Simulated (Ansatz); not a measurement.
# LaBr, a known structure type with other elements, at an estimated volume

```xyz
4
Lattice="4.2468 0.0000 0.0000 -2.1234 3.6778 0.0000 -2.1234 1.2259 9.5220" Properties=species:S:1:pos:R:3 pbc="T T T"
La   -2.1234    3.6778    6.3134
La    2.1234    1.2259    3.2086
Br    0.0000    2.4519    1.4559
Br    0.0000    2.4519    8.0661
```

The numbers come from plane-wave PAW DFT (Ansatz): r2SCAN, no spin polarisation, 500 eV, 8×8×8 Γ-centred k points, cold occupations (width 0.0111 eV). Nothing was relaxed.

(1) Where is the largest force?

(2) What is the formation energy?

(3) Is there a gap?

(4) Which element gives electrons and which takes them?

(5) Describe some of the short contacts.

Origin: a known structure type with other elements, at an estimated volume, so it need not be a known compound. Caveats: many states at the Fermi level without spin polarisation, so a magnetic state may lie lower; f levels without a U or exact exchange are poorly placed.

Answers

(1) The largest is on La1 (and as large on other atoms): 0.80 eV/Å, components (0.00, 0.00, -0.80). It makes 126° with the line to a nearest neighbour, Br4 at 3.01 Å.

(2) -1.36 eV an atom against the elements' usual phases (free molecules for gases, crystals otherwise, with no correction for O₂ or N₂), so it is bound against them; other compounds may still compete. Relaxing would lower it.

(3) It is a metal on this mesh, though the bands barely overlap, with about 6.7 states/eV a cell as the mean within 0.25 eV of the Fermi level, mostly La d (74 %).

(4) Bader charges in e: La +0.76, Br -0.76. In the mean La gives up most and Br takes most.

(5) La–Br at 3.01 Å: least valence density 0.23 e/Å³ and ELF 0.18 there. Both are smooth PAW fields, read partly inside the augmentation spheres.
